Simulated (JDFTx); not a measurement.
System: Cd(1 0 -1 0) (P6_3/mmc bulk; lattice of mp-94, not re-optimised at this level), 1x1 cell of 6 atoms in 6 planes, area 17.41 Å² a face, 6.0 Å between the outermost planes in a cell 22.0 Å high; k mesh 8×4×1, Fermi width 0.01 Ha, no spin polarisation.

Method: PBE, GBRV ultrasoft potentials, plane waves to 20/100 Ha, in a modified build of JDFTx. Vacuum. The outer atoms relax from bulk positions, keeping the cell's symmetry; the lattice is not PBE's own optimum in this code, and that strain can shift the moves by a few hundredths of an ångström. Input:

```
lattice \
  5.5906978967 0.0000000000 0.0000000000 \
  0.0000000000 11.1227956887 0.0000000000 \
  0.0000000000 0.0000000000 41.5739747418
coords-type Lattice
ion Cd 0.5000000000 0.7500000000 -0.1358694760 1
ion Cd 0.0000000000 0.2500000000 -0.0970496250 1
ion Cd 0.0000000000 0.7500000000 -0.0194099250 0
ion Cd 0.5000000000 0.2500000000 0.0194099250 0
ion Cd 0.5000000000 0.7500000000 0.0970496250 1
ion Cd 0.0000000000 0.2500000000 0.1358694760 1
ion-species pseudo/cd_pbe_v1.upf
elec-cutoff 20 100
elec-ex-corr gga-PBE
coulomb-interaction Slab 001
coulomb-truncation-embed 0 0 0
kpoint-folding 8 4 1
elec-smearing Fermi 0.01
lcao-params 10
elec-n-bands 48
electronic-scf nIterations 100 energyDiffThreshold 1e-07
ionic-minimize nIterations 10 energyDiffThreshold 1e-5 knormThreshold 4e-4
dump-name vac.$VAR
dump End State Ecomponents EigStats BandEigs Forces ElecDensity IonicPositions Fillings Kpoints Dtot
```

Problem. How far do the free atoms of the upper face move along the normal, and how much energy is released?

Solution. Cd (atom 6) 0.19 Å, Cd (atom 5) 0.47 Å (positive: outward). The free energy falls by 0.307 eV per cell, 141 mJ/m².
